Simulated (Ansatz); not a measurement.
ZrSe₂:
```
CELL_PARAMETERS angstrom
     -2.67690     2.67690     5.68407
      2.67690    -2.67690     5.68407
      2.67690     2.67690    -5.68407
ATOMIC_POSITIONS crystal
  Zr 0.50000 0.50000 0.00000
  Zr 0.25000 0.75000 0.50000
  Se 0.26454 0.26454 0.00000
  Se 0.01454 0.51454 0.50000
  Se 0.48546 0.98546 0.50000
  Se 0.73546 0.73546 0.00000
```

Relaxed with PBE. Special points in fractions of this cell's reciprocal vectors: Γ (0.000, 0.000, 0.000); X (0.000, 0.000, 0.500); P (0.250, 0.250, 0.250); N (0.000, 0.500, 0.000); M (0.500, 0.500, -0.500); S (0.305, 0.695, -0.305); S0 (-0.305, 0.305, 0.305); R (-0.111, 0.111, 0.500); G (0.500, 0.500, -0.111).

Q: List the band energies nearest the Fermi level at these points for PBE in the plane-wave PAW code Ansatz.

A: In eV from the Fermi level; about four levels below and three above (degenerate sets whole), none deeper than 8.9 eV; points with the same levels are listed once.

| k | below | above |
|---|---|---|
| Γ | -0.36 -0.36 -0.31 -0.04 | 1.02 1.05 1.05 |
| X | -2.41 -2.41 -2.41 -2.41 -0.01 -0.01 | 1.76 1.76 2.50 2.50 |
| P | -1.73 -1.73 -0.18 -0.18 | 2.04 2.04 2.23 2.23 |
| N | -2.12 -1.46 -1.04 -0.64 | 0.81 1.50 1.87 |
| M | -1.42 -1.42 -0.79 -0.79 | 0.44 0.44 1.14 1.14 |
| S | -1.46 -1.32 -1.25 -1.12 | 0.51 1.56 1.70 |
| R | -2.22 -2.22 -0.18 -0.18 | 1.56 1.56 2.37 2.37 |

Space group I4_1/amd (anatase). A made-up cell: these elements were put on the sites of a structure type; neither database checked (COD, Materials Project) lists it. COD files the formula under space group No. 164, so this cell is another polymorph or a model. Whether it is the stable phase at ambient conditions was not checked. The PBE relaxation kept the symmetry of its start; whether a distortion lowers the energy is not shown. No spin polarisation was allowed. A small band overlap can be real or an error of a semilocal functional. The Fermi level of a semimetal is unsure by some 0.05 eV on such meshes. Scalar-relativistic: spin–orbit coupling is off unless named, which matters more the heavier the elements.

Potentials: the later of the program's two PAW sets.
